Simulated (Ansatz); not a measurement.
Ge₂Sb₂Te₅ (Ge2Sb2Te5-Kooi type, space group P-3m1)

```xyz
9
Lattice="4.2936 0.0000 0.0000 -2.1468 3.7184 0.0000 0.0000 0.0000 17.6359" Properties=species:S:1:pos:R:3 pbc="T T T"
Te     0.0000     0.0000     0.0000
Ge     2.1468     1.2395     1.7325
Ge     0.0000     2.4789    15.9034
Te     0.0000     2.4789     3.4230
Te     2.1468     1.2395    14.2129
Sb     0.0000     0.0000     5.4572
Sb     0.0000     0.0000    12.1787
Te     2.1468     1.2395     7.1674
Te     0.0000     2.4789    10.4685
```

The slice is a (0001) plane (indices of the conventional cell) through the point (0.333, 0.667, 0.194) (fractional), spanned by u = [110] and v = [1 -1 0] in vectors of this cell: u (4.29 Å) and v (7.44 Å, at 90° to u). It covers one period; positions are fractions (u, v).

Level of theory: PBE (plane waves to 420 eV, PAW, scalar-relativistic; Ansatz, a program for electronic structure). k mesh 9×9×2. Inside the PAW spheres the values are not all-electron values, and peaks at nuclei hang on which shells count as valence. Ge2Sb2Te5 was relaxed with its symmetry unable to fall. Spin-orbit coupling is left out, though Sb and Te are heavy. The PAW data are Ansatz's earlier set.

Three fields on this plane, each scaled to ten steps between its own extremes (0 low, 9 high; the total valence density on a logarithmic scale, the potential cut 8 eV below its top; x marks points blanked near nuclei; v = 0 in the bottom row):

Map A
```
|xxxx2799972xxx|
|xxx058999850xx|
|xx03799999730x|
|12579999999752|
|78899999999988|
|99999999999999|
|99999877789999|
|99997521257999|
|999730xxx03799|
|99850xxxxx0589|
|9972xxxxxxx279|
|9971xxxxxxx179|
|9972xxxxxxx279|
|99850xxxxx0589|
|999730xxx03799|
|99997521257999|
|99999887889999|
|99999999999999|
|77899999999987|
|12579999999752|
|xx03799999730x|
|xxx058999850xx|
|xxxx2799972xxx|
|xxxx1799971xxx|
```

Map B
```
|xxxx2123212xxx|
|xxx623555326xx|
|xx52247874225x|
|21002589852001|
|00002578752000|
|21111345431111|
|33210122210123|
|43200023200023|
|331015xxx51013|
|22015xxxxx5102|
|1002xxxxxxx200|
|1002xxxxxxx200|
|3212xxxxxxx212|
|55326xxxxx6235|
|874225xxx52247|
|98520012100258|
|87520000000257|
|54311112111134|
|22101233321012|
|32000234320002|
|xx51013331015x|
|xxx510222015xx|
|xxxx2001002xxx|
|xxxx2001002xxx|
```

Map C
```
|xxxx8521258xxx|
|xxx974212479xx|
|xx97532123579x|
|88653211123568|
|54432111112344|
|22111223221112|
|00012455542100|
|00135688865310|
|002579xxx97520|
|01469xxxxx9641|
|1248xxxxxxx842|
|1258xxxxxxx852|
|1258xxxxxxx852|
|12479xxxxx9742|
|123579xxx97532|
|11235688865321|
|11123445443211|
|32211122211122|
|55421000001245|
|88653100013568|
|xx97520002579x|
|xxx964101469xx|
|xxxx8421248xxx|
|xxxx8521258xxx|
```

Task: Assign the maps to these fields: density of the lowest conduction band (whole band as if filled, smooth part); valence electron density; electrostatic potential energy of an electron, from the cell's mean.

Result: A is the electrostatic potential energy of an electron, from the cell's mean; B is the density of the lowest conduction band (whole band as if filled, smooth part); C is the valence electron density.
